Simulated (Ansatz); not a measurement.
**Quadrupolar parameters in TiO₂**

The cell is an entry of the Crystallography Open Database (COD), ions relaxed with PBE at fixed cell.

Space group I4_1/amd:1 (No. 141); a = 3.7842, c = 9.5146 Å.

| site | Wyckoff | site symmetry | x | y | z |
| --- | --- | --- | --- | --- | --- |
| Ti | 4a | -4m2 | 0.0000 | 0.0000 | 0.0000 |
| O | 8e | 2mm. | 0.0000 | 0.0000 | 0.2088 |

One atom of each set is listed; the run and its k-mesh use a cell of 6 atoms with edges of 5.46, 5.46, 5.46 Å.

Method: Kohn–Sham DFT in Ansatz, LDA, plane waves and PAW, scalar-relativistic, 420 eV cutoff, Γ-centred 11×11×11 k-points, Fermi–Dirac smearing 0.02 eV.

Conventions: |V_zz| ≥ |V_yy| ≥ |V_xx|, η = (V_xx − V_yy)/V_zz, C_Q = eQV_zz/h.

⁴⁹Ti: I = 7/2, Q = 247.0 mb; O-17: I = 5/2, Q = -25.58 mb. Q values from Pyykkö, Mol. Phys. 116, 1328 (2018).

(1) Give the quadrupolar parameters of the distinct sites.

Answers

(1) 

```json
{"site": "Ti", "atoms": "2", "first shell": "6 O at 1.93–1.99 Å", "V_zz (10²¹ V/m²)": "1.36", "η": "0.00", "C_Q (MHz)": "8.13"}
{"site": "O", "atoms": "4", "first shell": "3 Ti at 1.93–1.99 Å", "V_zz (10²¹ V/m²)": "1.53", "η": "0.33", "C_Q (MHz)": "-0.948"}
```

An axis of threefold or higher order runs through Ti, so V_zz lies along it and η is zero.

At this cell the LDA pressure is -7 GPa, so with LDA the cell would shrink if it were relaxed.
